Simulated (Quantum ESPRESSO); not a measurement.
# Kohn-Sham bands of SrHI (P4/nmm)

```yaml
crystal:
  lattice:
    - [4.28957, 0.00000, 0.00000]
    - [0.00000, 4.28957, 0.00000]
    - [0.00000, 0.00000, 9.09781]
  atoms:
    - { symbol: Sr, position: [0.00000, 0.50000, 0.14468] }
    - { symbol: Sr, position: [0.50000, 0.00000, 0.85532] }
    - { symbol: H, position: [0.50000, 0.50000, 0.00000] }
    - { symbol: H, position: [0.00000, 0.00000, 0.00000] }
    - { symbol: I, position: [0.00000, 0.50000, 0.68477] }
    - { symbol: I, position: [0.50000, 0.00000, 0.31523] }
```

Structure: Materials Project mp-24205, symmetrised, not relaxed again. COD (Crystallography Open Database) has an entry of this formula and space group (matched by these alone). Method: PBEsol plane waves in Quantum ESPRESSO 7.5 (PseudoDojo norm-conserving files, 58 Ry, spinors with spin-orbit coupling), Bloch states on a 4×4×4 mesh through Γ, Wannier90 4.0.1. Density: 8×8×4 mesh, cold smearing 0.01 Ry. The cell is built of weakly bound layers, chains or molecules, whose nearest atoms lie 4.53 Å apart. Database cells relaxed without dispersion often hold them too far apart, which can enlarge gaps and weakens couplings between them; spacing and stacking were not compared with the measured crystal.

Problem. List the Kohn-Sham levels between −8 and 6.2 eV relative to the valence-band maximum at the high-symmetry points, as a band run of pw.x on that density gives them (levels within 2 meV counted together).

Solution. 
```csv
point,k (reciprocal lattice),levels (eV)
Γ,0.000 0.000 0.000,"-3.61 (×2), -1.87 (×2), -1.65 (×2), -1.12 (×2), -0.93 (×2), -0.85 (×2), -0.74 (×2), -0.51 (×2), 3.35 (×2), 3.86 (×2), 4.63 (×2), 4.70 (×2), 4.71 (×2), 4.77 (×2), 5.23 (×2), 5.66 (×2)"
X,0.000 0.500 0.000,"-3.08 (×4), -2.03 (×4), -1.04 (×4), -0.52 (×4), 3.76 (×4), 4.66 (×4), 4.88 (×4)"
M,0.500 0.500 0.000,"-2.74 (×4), -2.04 (×4), -1.43 (×4), -1.37 (×4), 3.15 (×4), 5.74 (×4)"
Z,0.000 0.000 0.500,"-3.41 (×2), -2.56 (×2), -1.36 (×2), -1.31 (×2), -1.11 (×2), -0.77 (×2), -0.48 (×2), 0.00 (×2), 3.27 (×2), 3.63 (×2), 4.48 (×2), 4.64 (×2), 4.66 (×2), 4.71 (×2), 5.58 (×2), 5.67 (×2)"
R,0.000 0.500 0.500,"-3.18 (×4), -1.69 (×4), -1.13 (×4), -0.76 (×4), 4.20 (×4), 4.78 (×4), 5.10 (×4)"
A,0.500 0.500 0.500,"-2.75 (×4), -2.04 (×4), -1.48 (×4), -1.35 (×4), 3.86 (×4), 4.66 (×4), 5.82 (×4)"
```
